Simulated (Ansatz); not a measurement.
NaCl:
```yaml
crystal:
  lattice:
    - [0.00000, 2.80365, 2.80365]
    - [2.80365, 0.00000, 2.80365]
    - [2.80365, 2.80365, 0.00000]
  atoms:
    - { symbol: Na, position: [0.00000, 0.00000, 0.00000] }
    - { symbol: Cl, position: [0.50000, 0.50000, 0.50000] }
```

Tensor components refer to the Cartesian frame of this cell.

Q: Give the high-frequency dielectric tensor and the Born effective charge tensors of the independent atoms from DFPT, r²SCAN in the plane-wave PAW code Ansatz.

A: 
ε∞:
```
2.41  0.00  0.00
0.00  2.41  0.00
0.00  0.00  2.41
```
Z* of atom 1 (Na), rows: field, columns: displacement, in e:
```
1.08  0.00  0.00
0.00  1.08  0.00
0.00  0.00  1.08
```
Z* of atom 2 (Cl), rows: field, columns: displacement, in e:
```
-1.08   0.00   0.00
 0.00  -1.08   0.00
 0.00   0.00  -1.08
```

Static charges for comparison (Bader): Na1 +0.88, Cl2 -0.88 e. Born charges measure polarisation by displacement and can exceed these by far.

Space group Fm-3m (rock salt). The r²SCAN relaxation kept the symmetry of its start.

Potentials: the earlier of the program's two PAW sets. The files were generated under PBE; for other functionals the program regenerates the frozen cores, and for LDA and PBEsol the local potential too.
